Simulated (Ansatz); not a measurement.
Relaxation of a relaxed Pt cell, doubled along one cell vector, shaken by Gaussian noise of σ = 0.08 Å a coordinate; 8 atoms in the cell, which starts as P1 (No. 1), aP8; a = 2.720 Å, b = 4.711 Å, c = 9.919 Å, α = β = γ = 90.00°. Calculation: r2SCAN (plane waves to 500 eV, PAW, scalar-relativistic; Ansatz, a program for electronic structure). Γ-centred k-mesh 7×14×4 on the run's cell (coarser than for final values), Fermi–Dirac smearing 0.05 eV. This is the first round of the run. 

The optimiser's lines from the output (shortened; P is positive under compression):

```
relax step   1: F+E_penalty+E_count = -100305.04052548 eV  Δ(F+E_penalty+E_count) = +0.000e0 eV  max|allowed force component| = 1.799e0 eV/Å  Δτ_max = 0.0000 Å  P = +3.160 GPa  Ω = 127.122 Å³  (12 SCF iters, dr2 threshold 1.00e-7 eV, accepted)
relax step   2: F+E_penalty+E_count = -100305.55190525 eV  Δ(F+E_penalty+E_count) = -5.114e-1 eV  max|allowed force component| = 7.221e-1 eV/Å  Δτ_max = 0.1948 Å  P = +1.492 GPa  Ω = 126.660 Å³  (10 SCF iters, dr2 threshold 8.00e-7 eV, accepted)
relax step   3: F+E_penalty+E_count = -100305.65737783 eV  Δ(F+E_penalty+E_count) = -1.055e-1 eV  max|allowed force component| = 7.685e-2 eV/Å  Δτ_max = 0.1190 Å  P = -1.333 GPa  Ω = 127.801 Å³  (9 SCF iters, dr2 threshold 8.00e-7 eV, accepted)
relax step   4: F+E_penalty+E_count = -100305.66650872 eV  Δ(F+E_penalty+E_count) = -9.131e-3 eV  max|allowed force component| = 1.536e-2 eV/Å  Δτ_max = 0.0498 Å  P = +0.930 GPa  Ω = 126.629 Å³  (8 SCF iters, dr2 threshold 8.00e-7 eV, accepted)
relax step   5: F+E_penalty+E_count = -100305.66826757 eV  Δ(F+E_penalty+E_count) = -1.759e-3 eV  max|allowed force component| = 3.383e-3 eV/Å  Δτ_max = 0.0161 Å  P = +0.027 GPa  Ω = 127.063 Å³  (7 SCF iters, dr2 threshold 8.00e-7 eV, accepted)
relax step   6: F+E_penalty+E_count = -100305.66832944 eV  Δ(F+E_penalty+E_count) = -6.186e-5 eV  max|allowed force component| = 4.871e-4 eV/Å  Δτ_max = 0.0049 Å  P = +0.002 GPa  Ω = 127.071 Å³  (9 SCF iters, dr2 threshold 2.64e-8 eV, accepted)
relax step   7: F+E_penalty+E_count = -100305.66828616 eV  Δ(F+E_penalty+E_count) = +4.328e-5 eV  max|allowed force component| = 4.450e-4 eV/Å  Δτ_max = 0.0000 Å  P = -0.002 GPa  Ω = 127.071 Å³  stress off target by 5.40e-3 GPa  SCF on the basis re-selected at this cell (its energy is not comparable with the rows above)  (7 SCF iters)
```

From the first to the last row the energy changes by -0.08 eV/atom and the volume by 0.0 %. The last row is marked as not comparable with the walk above it, whose basis was carried along; it does compare with step 1, since both stand on a basis selected at the nominal cutoff for their own cell.

Later rounds, restarted from the end of this one on a renewed k-mesh, logged 6 more steps and released under 0.01 eV/atom more. The final structure after all rounds: P6₃/mmc (No. 194), hP4; a = b = 2.7202 Å, c = 9.9191 Å, α = β = 90.00°, γ = 120.00°. No spin polarisation in the result.

The relaxed structure here is a generated cell of Pt: the first start was made by placing the elements on the sites of a structure type, and the end was not matched to a known phase here, so it may be hypothetical. Known forms of Pt include space group No. 225.
